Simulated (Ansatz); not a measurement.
Values for one crystal, relaxed and computed with r²SCAN+D4 in the plane-wave PAW code Ansatz; other levels are named.

```yaml
volume_per_atom: 22.06 Å³
electronic_character: metallic (no gap)
Density of states at the Fermi level: 0.41 states/eV per atom (mean over ±0.08 eV)
highest_zone_centre_frequency: 198 cm⁻¹
zone_centre_stability: no imaginary mode at Γ
Gap with spin–orbit coupling: none (metallic)
Pressure derivative B′: 9.9
```

### Question
Pick the material that matches.
(A) TePdSe, P3m1 (Te on 1a, Pd on 1b, Se on 1c)
(B) Bi2LiTe3, P-3m1 (Te on 2d, Bi on 2d, Te on 1a, Li on 1b)
(C) Bi2CaSe3, P-3m1 (Se on 2d, Bi on 2d, Se on 1a, Ca on 1b)
(D) KTi4S8, P-3m1 (Pearson symbol hP13)

### Answer
A, TePdSe, P3m1 (Te on 1a, Pd on 1b, Se on 1c)

The first step of the workflow began from a Materials Project structure, measured or hypothetical; the Crystallography Open Database copy checked does not list it. With Te and Se taken as one species the cell has the higher symmetry P-3m1, so it may be an ordered model of a mixed-site phase. Whether it is the stable phase at ambient conditions was not checked. The r²SCAN+D4 relaxation kept the symmetry of its start. No spin polarisation was allowed. As this level gives no gap, phonon frequencies hold no LO–TO term and depend on the k-mesh and smearing (Fermi–Dirac, 0.1 eV here). Spin–orbit coupling is left out wherever it is not named.

Potentials: the later of the program's two PAW sets.
